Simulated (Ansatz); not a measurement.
Theory: DFT PBE, scalar-relativistic, plane waves, PAW (Ansatz). All cells share a 420 eV cutoff and Γ-centred k meshes spaced at most about 0.3 Å⁻¹ (about 0.25 or finer for metals, 2π included). No spin polarisation in the final relaxations.

Each of these unrelaxed guesses is relaxed in cell and atoms within its symmetry. A guess keeps its type if space group and coordination stay and the shape of the cell changes little (axis ratios within about 15 %, angles within 6°); the volume may change.

1. Al2Cd3P4

```
Al Cd P
1.0
     3.21271    1.85486    6.11313
    -3.21271    1.85486    6.11313
     0.00000   -3.70971    6.11313
Al Cd P
2 3 4
Cartesian
  0.0000 0.0000 11.0382
  0.0000 0.0000 7.3012
  0.0000 0.0000 2.8432
  0.0000 0.0000 15.4962
  0.0000 0.0000 0.0000
  0.0000 -1.8549 3.0566
  1.6064 0.9274 3.0566
  -1.6064 0.9274 3.0566
  0.0000 0.0000 9.1697
```

2. CdRe5Br (collinear spin from parallel moments)

```
Cd Re Br
1.0
     4.08950    0.00000    0.00000
     0.00000    4.08950    0.00000
     0.00000    0.00000    7.48524
Cd Re Br
1 5 1
Direct
  0.50000 0.50000 0.00000
  0.00000 0.50000 0.30307
  0.00000 0.50000 0.69693
  0.50000 0.00000 0.30307
  0.50000 0.00000 0.69693
  0.00000 0.00000 0.00000
  0.00000 0.00000 0.50000
```

3. Ti2CdOs2

```
Ti Cd Os
1.0
     4.05130    0.00000    0.00000
     0.00000    4.05130    0.00000
     0.00000    0.00000    5.49547
Ti Cd Os
2 1 2
Direct
  0.00000 0.50000 0.50000
  0.50000 0.00000 0.50000
  0.00000 0.00000 0.00000
  0.50000 0.50000 0.24000
  0.50000 0.50000 0.76000
```

Question: Which keep their type?

Answer: Guesses 2 and 3 keep their type.

| guess | kept | start group | end group | V start (Å³/atom) | V end | b/a and c/a, end over start | nearest neighbours start | nearest neighbours end |
| --- | --- | --- | --- | --- | --- | --- | --- | --- |
| 1 | no | R-3m | R-3m | 24.3 | 26.5 | 1.00, 2.11 | Al 1, Cd 2/3, P 2 | Al 1, Cd 2/7, P 8 |
| 2 | yes | P4/mmm | P4/mmm | 17.9 | 16.4 | 1.00, 0.89 | Br 8, Cd 12, Re 6/12 | Br 8, Cd 12, Re 6/12 |
| 3 | yes | P4/mmm | P4/mmm | 18.0 | 18.8 | 1.00, 0.95 | Cd 16, Os 5, Ti 4 | Cd 16, Os 5, Ti 4 |

Neighbours count within 15 % of an atom's shortest distance; end groups are read at 0.02 Å (0.05 Å in metals).

These runs have no spin–orbit coupling, which can matter for Os and Re. Cells relaxed within their symmetry can be saddle points.

In counts of neighbours, a slash parts the counts of unlike sites.
